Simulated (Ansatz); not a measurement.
ZnBi3: changing spin-orbit coupling

```
Bi Zn
1.0
     4.87316    0.00000    0.00000
     0.00000    4.87316    0.00000
     0.00000    0.00000    4.87316
Bi Zn
3 1
Direct
  0.50000 0.50000 0.00000
  0.50000 0.00000 0.50000
  0.00000 0.50000 0.50000
  0.00000 0.00000 0.00000
```

The cell comes from a database or a generator and needn't be the stable form of this composition.

Kept alike: task band structure; functional PBE; k mesh 6 × 6 × 6; occupations fermi-dirac, width 0.05 eV. Program: Ansatz, Ansatz PAW, cutoff 420 eV. The mesh is that of the run's cell of 4 atoms.

```csv
spin-orbit coupling,pressure (GPa)
off,-0.05
on,0.94
```

Pressure is positive in compression, with a Pulay correction for the finite cutoff. For a metal such a mesh leaves the last digits unconverged.

The pressure runs from -0.05 (off) to 0.94 GPa (on).
